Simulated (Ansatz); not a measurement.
input.yaml

```yaml
crystal:
  lattice:
    - [3.54746613, 0.0, 0.0]
    - [0.0, 3.54746613, 0.0]
    - [0.0, 0.0, 7.0209539439]
  atoms:
    - { symbol: Ca, position: [0.0, 0.0, 0.25] }
    - { symbol: Ca, position: [0.0, 0.0, 0.75] }
    - { symbol: Ni, position: [0.5, 0.5, 0.0] }
    - { symbol: Ni, position: [0.5, 0.5, 0.5] }
    - { symbol: "N", position: [0.0, 0.5, 0.0] }
    - { symbol: "N", position: [0.5, 0.0, 0.5] }
basis:
  ecutwfc: 420
kpoints:
  mp_grid: { grid: [10, 10, 6] }
hamiltonian:
  xc: pbesol
scf:
  occupations: { method: gaussian, width: 0.1 }
output:
  forces: true
  stress: true
  eigenvalues: true
relax:
  adjacent_minimum: "off"
  f_tol: 0.01
  max_steps: 30
  cell: { stress_tol: 0.1, fix: [volume] }
```

Command:
```bash
ansatz run input.yaml --threads 1 --pin off --max-ram 2560MiB --backend cpu --events-out ev --progress --plain --runs-dir out
```

All numbers below come from Ansatz, DFT PBEsol, scalar-relativistic, plane waves, PAW.

Part of what the program printed, abridged:

```
Pseudopotentials: kind: paw
Pseudopotential: Ca, paw, valence charge 10, recommended cutoff 420 eV (normal)
Pseudopotential: Ni, paw, valence charge 18, recommended cutoff 420 eV (normal)
Pseudopotential: N, paw, valence charge 5, recommended cutoff 420 eV (normal)
Functional definition: PBEsol
Crystal: 6 atoms, lattice volume = 88.355 Å³
Basis set: ecut = 420 eV, 1715 PW (Γ), exchange–correlation on 48×48×96 points (8 copies of the dense FFT grid, shifted against one another)
Bands: 40, of which v1, the nominal top of the filled ones, is band 33 counted from 1 (32 counted from 0)
Symmetry: 16 space group operations
Space group: P42/mmc (ITA 131), of the structure as read, at distance tolerance 4.5e-5 Å
k-points: 84 of 600
Initial density: superposition of atomic densities (neutral atoms: chi_scale 0, normalization atom), corrected by the library's trained network
Initial wavefunctions: pseudopotential atomic-orbital guess
Functional: x = pbesol(κ = 0.804, μ = 0.12345679), c = pbesol(β = 0.046)
SCF iter   1: F=—  HF=-15958.863272 eV  |F-HF|=—  |Δ(HF+E_count)|=         —  Δρ=1.54e-2  dr2=1.68e-1  ethr=1.77e-3  ⟨swp⟩=8.5  Hψ=15061  notcnv=0  defer=20
SCF iter   2: F=—  HF=-15958.828765 eV  |F-HF|=—  |Δ(HF+E_count)|=   3.45e-2  Δρ=4.68e-3  dr2=2.13e-2  ethr=2.55e-4  ⟨swp⟩=2.8  Hψ=5721  notcnv=0  defer=135
SCF iter   3: F=—  HF=-15958.824045 eV  |F-HF|=—  |Δ(HF+E_count)|=   4.72e-3  Δρ=1.21e-3  dr2=1.61e-3  ethr=3.23e-5  ⟨swp⟩=2.0  Hψ=4292  notcnv=0  defer=135
SCF iter   4: F=—  HF=-15958.823685 eV  |F-HF|=—  |Δ(HF+E_count)|=   3.60e-4  Δρ=3.83e-4  dr2=1.83e-4  ethr=2.43e-6  ⟨swp⟩=2.5  Hψ=5295  notcnv=0  defer=135
SCF iter   5: F=—  HF=-15958.823648 eV  |F-HF|=—  |Δ(HF+E_count)|=   3.68e-5  Δρ=1.11e-4  dr2=1.55e-5  ethr=2.77e-7  ⟨swp⟩=2.4  Hψ=4969  notcnv=0  defer=135
SCF iter   6: F=—  HF=-15958.823615 eV  |F-HF|=—  |Δ(HF+E_count)|=   3.32e-5  Δρ=4.72e-5  dr2=2.31e-6  ethr=2.36e-8  ⟨swp⟩=2.3  Hψ=4965  notcnv=0  defer=135
SCF iter   7: F=—  HF=-15958.823615 eV  |F-HF|=—  |Δ(HF+E_count)|=   3.11e-7  Δρ=1.17e-5  dr2=1.95e-7  ethr=3.50e-9  ⟨swp⟩=2.3  Hψ=4511  notcnv=0  defer=135
SCF iter   8: F=-15958.823614 eV  HF=-15958.823615 eV  |F-HF|=2.34e-8  |Δ(HF+E_count)|=   2.52e-8  Δρ=6.93e-6  dr2=4.79e-8  ethr=1.52e-10  ⟨swp⟩=9.5  Hψ=15176  notcnv=0
SCF 1 converged in 8 iterations: F = -15958.823614 eV  dr2 = 4.79e-8
relax step   1: F+E_penalty+E_count = -15958.82361448 eV  Δ(F+E_penalty+E_count) = +0.000e0 eV  max|allowed force component| = 2.776e-17 eV/Å  Δτ_max = 0.0000 Å  P = -3.475 GPa  Ω = 88.355 Å³  fix = [volume]  reactions: volume -3.475 GPa (8 SCF iters, dr2 threshold 1.00e-7 eV, accepted)
Basis set: ecut = 420 eV, 1699 PW (Γ), exchange–correlation on 48×48×96 points (8 copies of the dense FFT grid, shifted against one another)
Initial density: handed on by an earlier stage of this run
Initial wavefunctions: those handed on with the density
SCF iter   1: F=—  HF=-15958.826546 eV  |F-HF|=—  |Δ(HF+E_count)|=         —  Δρ=8.25e-4  dr2=2.32e-4  ethr=2.96e-7  ⟨swp⟩=3.2  Hψ=18533  notcnv=0
SCF iter   2: F=—  HF=-15958.826481 eV  |F-HF|=—  |Δ(HF+E_count)|=   6.45e-5  Δρ=3.74e-4  dr2=5.60e-5  ethr=2.96e-7  ⟨swp⟩=1.3  Hψ=3393  notcnv=0
SCF iter   3: F=—  HF=-15958.826468 eV  |F-HF|=—  |Δ(HF+E_count)|=   1.30e-5  Δρ=1.07e-4  dr2=8.93e-6  ethr=8.49e-8  ⟨swp⟩=1.8  Hψ=4100  notcnv=0
SCF iter   4: F=—  HF=-15958.826467 eV  |F-HF|=—  |Δ(HF+E_count)|=   1.66e-6  Δρ=4.44e-5  dr2=1.89e-6  ethr=1.35e-8  ⟨swp⟩=2.1  Hψ=4256  notcnv=0
SCF iter   5: F=-15958.826466 eV  HF=-15958.826466 eV  |F-HF|=1.32e-7  |Δ(HF+E_count)|=   2.25e-7  Δρ=1.37e-5  dr2=2.09e-7  ethr=2.86e-9  ⟨swp⟩=1.2  Hψ=3478  notcnv=0
SCF iter   6: F=-15958.826466 eV  HF=-15958.826466 eV  |F-HF|=1.12e-9  |Δ(HF+E_count)|=   2.92e-8  Δρ=3.37e-6  dr2=1.12e-8  ethr=3.17e-10  ⟨swp⟩=2.8  Hψ=11288  notcnv=0
SCF 2 converged in 6 iterations: F = -15958.826466 eV  dr2 = 1.12e-8
relax step   2: F+E_penalty+E_count = -15958.82646638 eV  Δ(F+E_penalty+E_count) = -2.852e-3 eV  max|allowed force component| = 2.313e-17 eV/Å  Δτ_max = 0.0000 Å  P = -3.232 GPa  Ω = 88.355 Å³  energy of the carried Pulay correction = +5.808e-5 eV  fix = [volume]  reactions: volume -3.232 GPa (6 SCF iters, dr2 threshold 6.00e-7 eV, accepted)
SCF iter   1: F=—  HF=-15958.826995 eV  |F-HF|=—  |Δ(HF+E_count)|=         —  Δρ=4.93e-4  dr2=8.53e-5  ethr=1.09e-7  ⟨swp⟩=3.3  Hψ=18400  notcnv=0
SCF iter   2: F=—  HF=-15958.826951 eV  |F-HF|=—  |Δ(HF+E_count)|=   4.32e-5  Δρ=2.23e-4  dr2=2.04e-5  ethr=1.09e-7  ⟨swp⟩=1.3  Hψ=3427  notcnv=0
SCF iter   3: F=—  HF=-15958.826947 eV  |F-HF|=—  |Δ(HF+E_count)|=   4.82e-6  Δρ=6.48e-5  dr2=3.37e-6  ethr=3.08e-8  ⟨swp⟩=1.6  Hψ=3949  notcnv=0
SCF iter   4: F=—  HF=-15958.826946 eV  |F-HF|=—  |Δ(HF+E_count)|=   6.33e-7  Δρ=2.70e-5  dr2=7.08e-7  ethr=5.10e-9  ⟨swp⟩=2.1  Hψ=4318  notcnv=0
SCF iter   5: F=-15958.826946 eV  HF=-15958.826946 eV  |F-HF|=4.73e-8  |Δ(HF+E_count)|=   8.68e-8  Δρ=8.28e-6  dr2=7.65e-8  ethr=1.07e-9  ⟨swp⟩=1.2  Hψ=3436  notcnv=0
SCF iter   6: F=-15958.826946 eV  HF=-15958.826946 eV  |F-HF|=4.24e-10  |Δ(HF+E_count)|=   1.12e-8  Δρ=2.16e-6  dr2=4.57e-9  ethr=1.16e-10  ⟨swp⟩=2.4  Hψ=10278  notcnv=0
SCF 3 converged in 6 iterations: F = -15958.826946 eV  dr2 = 4.57e-9
relax step   3: F+E_penalty+E_count = -15958.82694588 eV  Δ(F+E_penalty+E_count) = -4.795e-4 eV  max|allowed force component| = 4.163e-17 eV/Å  Δτ_max = 0.0000 Å  P = -3.086 GPa  Ω = 88.355 Å³  energy of the carried Pulay correction = +9.244e-5 eV  fix = [volume]  reactions: volume -3.086 GPa (6 SCF iters, dr2 threshold 4.01e-7 eV, accepted)
Initial wavefunctions: pseudopotential atomic-orbital guess (no wavefunctions were taken with the density)
SCF iter   1: F=—  HF=-15958.826916 eV  |F-HF|=—  |Δ(HF+E_count)|=         —  Δρ=1.40e-4  dr2=4.47e-7  ethr=2.39e-6  ⟨swp⟩=2.3  Hψ=21684  notcnv=0
SCF iter   2: F=—  HF=-15958.826912 eV  |F-HF|=—  |Δ(HF+E_count)|=   3.87e-6  Δρ=7.14e-5  dr2=1.20e-7  ethr=6.77e-10  ⟨swp⟩=2.4  Hψ=6199  notcnv=0
SCF iter   3: F=—  HF=-15958.826921 eV  |F-HF|=—  |Δ(HF+E_count)|=   8.82e-6  Δρ=3.83e-6  dr2=3.24e-9  ethr=1.82e-10  ⟨swp⟩=2.1  Hψ=3934  notcnv=0
SCF iter   4: F=—  HF=-15958.826921 eV  |F-HF|=—  |Δ(HF+E_count)|=   1.11e-8  Δρ=1.04e-6  dr2=4.95e-10  ethr=4.91e-12  ⟨swp⟩=2.4  Hψ=5134  notcnv=0
SCF iter   5: F=-15958.826921 eV  HF=-15958.826921 eV  |F-HF|=1.02e-10  |Δ(HF+E_count)|=  1.60e-10  Δρ=3.86e-7  dr2=1.12e-10  ethr=1.00e-12  ⟨swp⟩=2.6  Hψ=4771  notcnv=0
SCF iter   6: F=-15958.826921 eV  HF=-15958.826921 eV  |F-HF|=9.09e-12  |Δ(HF+E_count)|=  9.09e-12  Δρ=1.53e-7  dr2=2.07e-11  ethr=1.00e-12  ⟨swp⟩=3.2  Hψ=11279  notcnv=0
SCF 4 converged in 6 iterations: F = -15958.826921 eV  dr2 = 2.07e-11
SCF converged after 6 iterations
Free energy (F): -15958.826921 eV
Harris-Foulkes:  -15958.826921 eV  (|F-HF|=9.09e-12)
Internal energy: -15958.815256 eV  (E = F + TS)
E sigma→0 (E₀):  -15958.821088 eV
Entropy (-TS):   -0.011666 eV (-1.944 meV/atom)
Fermi energy:    10.551872 eV
--- Per-component energies (eV) ---
  E_band       = -1033.868791
  E_kinetic    = 1381.042872
  E_local      = -10996.121387  (includes V_loc(G=0)·N_el)
  E_nonlocal   = 1489.903848
  E_hartree    = 4505.191049
  E_xc         = -559.885145
  E_vxc        = -711.678773  (∫ρ·V_xc dr)
  E_paw        = -5104.025555  (= ΣΔE_a)
  E_vpaw       = -1207.398831  (= ΣTr[D̂ρ^β])
  E_aug_tail   = 0.001008  (compensation charges beyond the density's cutoff)
  E_ewald      = -6675.610310
  E_core_change = 0.688364  (= ΣΔE_core)
  E_smearing   = -0.011666  (= −TS)
--- Forces (eV/Å), atoms counted from 1 ---
  atom   1  Ca     0.00000000     0.00000000     0.00000000
  atom   2  Ca     0.00000000     0.00000000     0.00000000
  atom   3  Ni     0.00000000     0.00000000     0.00000000
  atom   4  Ni     0.00000000     0.00000000     0.00000000
  atom   5  N      0.00000000     0.00000000     0.00000000
  atom   6  N      0.00000000     0.00000000     0.00000000
--- Stress (GPa, compression-positive) ---
       -3.097007       0.000000       0.000000
        0.000000      -3.097007       0.000000
        0.000000       0.000000      -3.064410
  P = ⅓ Tr σ = -3.0861 GPa (-30.861 kbar)
--- Band table (eV; the first three rows and the last of 84) ---
  k-point 0: bands = ["-92.6180", "-92.6179", "-53.7716", "-53.7716", "-52.8644", "-52.8631", "-52.8433", "-52.8433", "-29.3266", "-29.3040", "-10.7491", "-10.4082", "-10.4082", "-10.3751", "-10.3751", "-10.3469", "-4.4486", "-3.9208", "5.9463", "6.7611", "7.2706", "7.2706", "7.5901", "7.9284", "7.9506", "7.9506", "8.3329", "8.3329", "8.4089", "8.4681", "8.4737", "9.0559", "9.0559", "9.2551", "11.9816", "12.3038", "13.0491", "13.7988", "14.1857", "16.2084"]
  k-point 1: bands = ["-92.6180", "-92.6179", "-53.7716", "-53.7716", "-52.8643", "-52.8632", "-52.8433", "-52.8433", "-29.3251", "-29.3055", "-10.7239", "-10.4062", "-10.4062", "-10.3771", "-10.3771", "-10.3758", "-4.4117", "-3.9547", "5.9633", "6.6125", "7.2828", "7.2828", "7.7595", "7.9333", "7.9333", "7.9682", "8.3378", "8.3378", "8.4128", "8.4641", "8.4927", "9.0547", "9.0547", "9.2020", "12.0139", "12.3513", "12.9232", "13.5991", "14.3726", "16.1084"]
  k-point 2: bands = ["-92.6180", "-92.6179", "-53.7716", "-53.7716", "-52.8641", "-52.8634", "-52.8433", "-52.8433", "-29.3210", "-29.3096", "-10.6539", "-10.4532", "-10.4009", "-10.4009", "-10.3824", "-10.3824", "-4.3119", "-4.0484", "6.0262", "6.3624", "7.3095", "7.3095", "7.8979", "7.8979", "8.0182", "8.0545", "8.3467", "8.3467", "8.4236", "8.4532", "8.5834", "9.0433", "9.0523", "9.0523", "12.1171", "12.4549", "12.6985", "13.2286", "14.7725", "15.9655"]
  k-point 83: bands = ["-92.6179", "-92.6179", "-53.7722", "-53.7722", "-52.8634", "-52.8634", "-52.8443", "-52.8443", "-29.2749", "-29.2749", "-10.6642", "-10.6642", "-10.6092", "-10.6092", "-10.4153", "-10.4153", "-3.1383", "-3.1383", "3.7742", "3.7742", "5.5867", "5.5867", "5.9307", "5.9307", "8.4190", "8.4190", "8.7971", "8.7971", "9.5420", "9.5420", "10.8603", "10.8603", "10.8662", "10.8662", "11.2536", "11.2536", "13.4539", "13.4539", "15.8390", "15.8390"]
--- Relaxed structure (3 steps of the walk, 3 accepted, 1 SCFs on fresh bases) ---
  F+E_penalty+E_count = -15958.82692121 eV   max|allowed force component| = 2.603e-29 eV/Å   (the final SCF, on the basis selected at the relaxed cell)
  cell:  # Å, volume = 88.3553 Å³
    - [3.53461413, 0.0, 0.0]
    - [0.0, 3.53461413, 0.0]
    - [0.0, 0.0, 7.07210370]
  atoms:
    - { symbol: Ca, position: [0.0, 0.0, 0.24999999] }
    - { symbol: Ca, position: [0.0, 0.0, 0.74999999] }
    - { symbol: Ni, position: [0.5, 0.5, 0.0] }
    - { symbol: Ni, position: [0.5, 0.5, 0.49999999] }
    - { symbol: N, position: [0.0, 0.5, 0.0] }
    - { symbol: N, position: [0.5, 0.0, 0.49999999] }
```

The relaxation met its thresholds.

It took 44 s on 1 thread of Intel(R) Xeon(R) Platinum 8488C (Sapphire Rapids) (shared host), peak memory 0.57 GiB.